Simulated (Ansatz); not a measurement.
The relaxed structure here is a generated cell of FeNi: the first start was made by placing the elements on the sites of a structure type, and the end was not matched to a known phase here, so it may be hypothetical.

One starting cell of FeNi (a generated cell, FeNi built in the AFLOW prototype AB_oP4_59_a_b (as in CuTe)) was relaxed twice with Ansatz (plane waves, PAW, scalar-relativistic): with PBEsol at 420 eV and with PBE at 420 eV. The PBEsol result:

```xyz
4
Lattice="2.4380 0.0000 0.0000 0.0000 4.0596 0.0000 0.0000 0.0000 4.3643" Properties=species:S:1:pos:R:3 pbc="T T T"
Fe     0.0000     0.0000     0.4378
Fe     1.2190     2.0298     3.9265
Ni     0.0000     2.0298     1.7835
Ni     1.2190     0.0000     2.5808
```

```
quantity                                 PBEsol            PBE
--------------------------------  -------------  -------------
space group                                Pmmn           Pmmn
volume (Å³/atom)                          10.80          11.36
a (Å)                                     2.438          2.475
b (Å)                                     4.060          4.128
c (Å)                                     4.364          4.449
gap (eV, no spin-orbit coupling)           0.00           0.00
spin order                        ferromagnetic  ferromagnetic
net moment (μB/atom)                       1.56           1.61
```

Both levels end in the same structure; PBE's volume is 5.2 % larger. Neither column is exact.

Spin states reached: ferromagnetic; spin orders were not searched systematically.

The run could not lose the symmetry of its start: the end is stationary, and may be a saddle point rather than a minimum.

Ansatz is a program for electronic structure.
